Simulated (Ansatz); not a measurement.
## Step by step: HfB$_{2}$, 20 steps of 2.0 fs from 800 K

Method: DFT, PBE, all-electron LAPW, scalar-relativistic (Ansatz 0.2.0).

Command: `ansatz run input.yaml --threads 2 --pin off --max-ram 6144MiB --backend cpu --events-out ev --progress --plain --runs-dir out` The run took 4.9 min on 2 threads of Intel(R) Xeon(R) 6975P-C (Granite Rapids) (shared host), peak memory 0.68 GiB.

```yaml
crystal:
  lattice:
    - [3.14, 0.0, 0.0]
    - [-1.57, 2.7193197679, 0.0]
    - [0.0, 0.0, 3.48]
  atoms:
    - { symbol: Hf, position: [0.0, 0.0, 0.0] }
    - { symbol: B, position: [0.3333333333, 0.6666666667, 0.5] }
    - { symbol: B, position: [0.6666666667, 0.3333333333, 0.5] }
kpoints:
  mp_grid: { grid: [7, 7, 6] }
scf:
  occupations: { method: fermi_dirac, width: 0.08 }
hamiltonian:
  xc: pbe
  pseudopotentials: { kind: all_electron, lapw: { basis_error: 0.001 } }
output:
  forces: true
  stress: true
md:
  timestep: 2.0
  n_steps: 20
  ensemble: nve
  temperature: 800
  initial_velocities: maxwell_boltzmann
  seed: 609267
```

No spin–orbit coupling, which matters for the heavy atoms here.

The geometry is COD entry 1510711, unchecked; take it as a test cell.

Each frame lists Cartesian positions (Å) and forces (eV/Å). Free energies count from the first step, -411605.6438 eV.

Step 0 (t = 0.0 fs): E = 0.0 meV, T = 800 K, conserved energy 0.0 meV

```
Hf    0.0000    0.0000    0.0000     0.000   0.000   0.000
B     0.0000    1.8129    1.7400     0.000   0.000   0.000
B     1.5700    0.9064    1.7400     0.000   0.000   0.000
```

Step 1 (t = 2.0 fs): E = +8.7 meV, T = 767 K, conserved energy +0.1 meV

```
Hf   -0.0016   -0.0018   -0.0011     0.200   0.221   0.162
B     0.0048    1.8179    1.7555     0.123   0.126  -0.145
B     1.5921    0.9304    1.7435    -0.323  -0.347  -0.017
```

Step 2 (t = 4.0 fs): E = +32.9 meV, T = 675 K, conserved energy +0.5 meV

```
Hf   -0.0032   -0.0035   -0.0023     0.385   0.437   0.319
B     0.0101    1.8234    1.7704     0.247   0.234  -0.283
B     1.6130    0.9531    1.7470    -0.633  -0.671  -0.035
```

Step 3 (t = 6.0 fs): E = +67.1 meV, T = 544 K, conserved energy +0.9 meV

```
Hf   -0.0047   -0.0051   -0.0033     0.555   0.642   0.467
B     0.0162    1.8297    1.7843     0.344   0.307  -0.411
B     1.6316    0.9734    1.7503    -0.899  -0.948  -0.055
```

Step 4 (t = 8.0 fs): E = +103.8 meV, T = 404 K, conserved energy +1.4 meV

```
Hf   -0.0061   -0.0066   -0.0043     0.710   0.830   0.601
B     0.0236    1.8371    1.7968     0.383   0.330  -0.525
B     1.6470    0.9904    1.7534    -1.093  -1.161  -0.076
```

Step 5 (t = 10.0 fs): E = +135.9 meV, T = 281 K, conserved energy +1.7 meV

```
Hf   -0.0073   -0.0078   -0.0051     0.851   0.998   0.719
B     0.0324    1.8457    1.8074     0.344   0.296  -0.622
B     1.6586    1.0032    1.7563    -1.195  -1.293  -0.097
```

Step 6 (t = 12.0 fs): E = +158.5 meV, T = 194 K, conserved energy +1.8 meV

```
Hf   -0.0084   -0.0089   -0.0057     0.978   1.138   0.816
B     0.0423    1.8553    1.8158     0.223   0.203  -0.701
B     1.6658    1.0114    1.7588    -1.201  -1.341  -0.115
```

Step 7 (t = 14.0 fs): E = +170.6 meV, T = 147 K, conserved energy +1.7 meV

```
Hf   -0.0092   -0.0098   -0.0062     1.091   1.246   0.891
B     0.0531    1.8657    1.8216     0.029   0.057  -0.760
B     1.6688    1.0148    1.7609    -1.120  -1.303  -0.131
```

Step 8 (t = 16.0 fs): E = +173.6 meV, T = 134 K, conserved energy +1.5 meV

```
Hf   -0.0098   -0.0103   -0.0065     1.184   1.320   0.940
B     0.0640    1.8762    1.8248    -0.210  -0.129  -0.797
B     1.6678    1.0135    1.7625    -0.974  -1.191  -0.143
```

Step 9 (t = 18.0 fs): E = +170.7 meV, T = 145 K, conserved energy +1.3 meV

```
Hf   -0.0101   -0.0106   -0.0066     1.253   1.356   0.960
B     0.0741    1.8864    1.8251    -0.462  -0.340  -0.808
B     1.6633    1.0080    1.7636    -0.791  -1.016  -0.152
```

Step 10 (t = 20.0 fs): E = +164.2 meV, T = 170 K, conserved energy +1.2 meV

```
Hf   -0.0102   -0.0106   -0.0065     1.291   1.353   0.949
B     0.0826    1.8952    1.8225    -0.692  -0.559  -0.791
B     1.6559    0.9988    1.7642    -0.598  -0.794  -0.158
```

Step 11 (t = 22.0 fs): E = +155.6 meV, T = 203 K, conserved energy +1.2 meV

```
Hf   -0.0100   -0.0103   -0.0061     1.291   1.311   0.904
B     0.0886    1.9021    1.8171    -0.877  -0.770  -0.744
B     1.6465    0.9869    1.7642    -0.414  -0.541  -0.160
```

Step 12 (t = 24.0 fs): E = +145.0 meV, T = 245 K, conserved energy +1.3 meV

```
Hf   -0.0095   -0.0097   -0.0056     1.251   1.231   0.828
B     0.0914    1.9063    1.8091    -1.003  -0.957  -0.667
B     1.6355    0.9730    1.7636    -0.248  -0.274  -0.160
```

Step 13 (t = 26.0 fs): E = +131.7 meV, T = 296 K, conserved energy +1.3 meV

```
Hf   -0.0087   -0.0088   -0.0049     1.167   1.117   0.722
B     0.0907    1.9070    1.7986    -1.063  -1.103  -0.563
B     1.6237    0.9581    1.7625    -0.104  -0.013  -0.158
```

Step 14 (t = 28.0 fs): E = +114.9 meV, T = 361 K, conserved energy +1.3 meV

```
Hf   -0.0077   -0.0077   -0.0041     1.041   0.973   0.592
B     0.0862    1.9038    1.7862    -1.060  -1.189  -0.438
B     1.6115    0.9431    1.7608     0.018   0.216  -0.153
```

Step 15 (t = 30.0 fs): E = +94.3 meV, T = 441 K, conserved energy +1.3 meV

```
Hf   -0.0065   -0.0064   -0.0031     0.877   0.803   0.443
B     0.0779    1.8964    1.7722    -0.998  -1.196  -0.299
B     1.5994    0.9290    1.7586     0.121   0.393  -0.145
```

Step 16 (t = 32.0 fs): E = +70.8 meV, T = 531 K, conserved energy +1.1 meV

```
Hf   -0.0051   -0.0049   -0.0020     0.683   0.615   0.284
B     0.0661    1.8846    1.7571    -0.886  -1.118  -0.151
B     1.5877    0.9162    1.7558     0.204   0.503  -0.133
```

Step 17 (t = 34.0 fs): E = +47.2 meV, T = 621 K, conserved energy +0.9 meV

```
Hf   -0.0035   -0.0033   -0.0008     0.467   0.414   0.119
B     0.0511    1.8689    1.7415    -0.731  -0.953  -0.002
B     1.5767    0.9053    1.7526     0.264   0.540  -0.118
```

Step 18 (t = 36.0 fs): E = +27.2 meV, T = 697 K, conserved energy +0.6 meV

```
Hf   -0.0018   -0.0016    0.0003     0.241   0.202  -0.046
B     0.0334    1.8498    1.7258    -0.537  -0.711   0.145
B     1.5667    0.8962    1.7489     0.296   0.509  -0.100
```

Step 19 (t = 38.0 fs): E = +15.5 meV, T = 742 K, conserved energy +0.4 meV

```
Hf   -0.0001    0.0001    0.0015     0.013  -0.015  -0.208
B     0.0139    1.8282    1.7107    -0.310  -0.409   0.287
B     1.5577    0.8890    1.7449     0.298   0.425  -0.079
```

Step 20 (t = 40.0 fs): E = +15.8 meV, T = 740 K, conserved energy +0.2 meV

```
Hf    0.0016    0.0019    0.0026    -0.209  -0.235  -0.365
B    -0.0067    1.8050    1.6966    -0.059  -0.074   0.419
B     1.5498    0.8833    1.7406     0.268   0.309  -0.053
```

Problem. What is the mean temperature over the last 11 frames?

Solution. 459 K; so short a run of so small a cell isn't equilibrated.
